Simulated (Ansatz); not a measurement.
# Computed properties of SrCd

```
Sr Cd
1.0
     4.00300    0.00000    0.00000
     0.00000    4.00300    0.00000
     0.00000    0.00000    4.00300
Sr Cd
1 1
Cartesian
  2.0015 2.0015 2.0015
  0.0000 0.0000 0.0000
```

Atoms are numbered in the order listed.

The conventional cell has a = 4.003 Å, b = 4.003 Å, c = 4.003 Å, α = 90.00°, β = 90.00°, γ = 90.00°. Sr (atom 1) has 8 Cd at 3.47 Å as nearest neighbours. Cd (atom 2) is surrounded by 8 Sr at 3.47 Å.

The cell is COD entry 2310286, as deposited and not checked against the literature; nothing was relaxed.

Levels of theory: DFT, LDA, all-electron LAPW, scalar-relativistic (Ansatz 0.2.0); DFT, LDA, PAW with Ansatz's default frozen-core files, scalar-relativistic (Ansatz 0.2.0).

For LAPW: a Γ-centred 10×10×10 k mesh, Fermi–Dirac smearing of 0.08 eV, basis error target 0.5 meV/atom, no spin polarisation. PAW takes a cutoff of 420 eV at this cell (files made with PBE, cores remade for this functional). The Ansatz runs share mesh, smearing and spin set-up. Values come from LAPW unless marked.

| Quantity | Value |
| --- | --- |
| Bader charges (from the PAW run) | Sr1 +1.11, Cd2 -1.11 e |
| Volume per atom | 216.4 bohr³ |

(1) Predict this quantity. Löwdin charges (with 1.06 e of the cell spilling out of the atomic basis, so their sizes and signs hang on that basis).

(2) Predict this quantity. Band gap.

(3) Predict this quantity. Pressure at this cell.

(4) Density of states at the Fermi level (0.2 eV bin): what does the calculation give?

## Answers

(1) Sr1 0.73, Cd2 0.32 e.

(2) none: bands cross the Fermi level, a metal.

(3) -20.6 kbar.

(4) 1.28 states/eV per cell.
